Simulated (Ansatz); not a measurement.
Starting cell, Ru (hcp, Mg type):

```yaml
crystal:
  lattice:
    - [2.70456, 0.00000, 0.00000]
    - [-1.35228, 2.34222, 0.00000]
    - [0.00000, 0.00000, 4.26009]
  atoms:
    - { symbol: Ru, position: [0.33333, 0.66667, 0.75000] }
    - { symbol: Ru, position: [0.66667, 0.33333, 0.25000] }
```

Scan: atom 1 (Ru, nearest neighbour Ru at 2.641 Å; its periodic images, 2.7 Å or more away, move with it) is displaced towards the nearest neighbour, direction (-0.512, -0.296, 0.807) in Cartesian axes, by s. The other atoms stay.

Computed with r2SCAN (plane waves to 500 eV, PAW, scalar-relativistic; Ansatz, a first-principles code). k mesh 16×16×9 (Γ-centred), Fermi-Dirac smearing 0.05 eV. Energies are smeared free energies. Left out: 1 of 11 points, with atoms too close for the PAW data. With partly filled bands, energies and forces of such displacements shift with the k mesh and the smearing. Ru is run without spin polarisation. Ru was relaxed with its symmetry unable to fall. ΔE is measured from the undisplaced structure. The last digit holds for this mesh only.

| s (Å) | ΔE (meV/cell) |
|---|---|
| -0.530 | withheld |
| -0.424 | 1126.1 |
| -0.318 | 593.4 |
| -0.212 | 251.2 |
| -0.106 | 61.2 |
| 0.000 | 0.0 |
| 0.106 | 60.7 |
| 0.212 | 247.5 |
| 0.318 | 586.9 |
| 0.424 | 1122.5 |

### Question
Fit a polynomial form (powers 2, 3, 4) to the given rows and predict ΔE at s = -0.530.

### Answer
Least squares on the 9 given rows: ΔE = (5306)·s² + (-37.43)·s³ + (5268)·s⁴, in meV/cell with s in Å; root-mean-square residual 1.35 meV/cell. At -0.530 the fit gives 1911.7 meV/cell; the calculation gives 1890.4 meV/cell, so the extrapolation is off by 21.3 (+1.1 %). The quadratic term alone would give 1490.5 meV/cell.

(A displaced cell: forces are minus the slopes of the energy, force constants its curvatures, and phonons follow from these.)
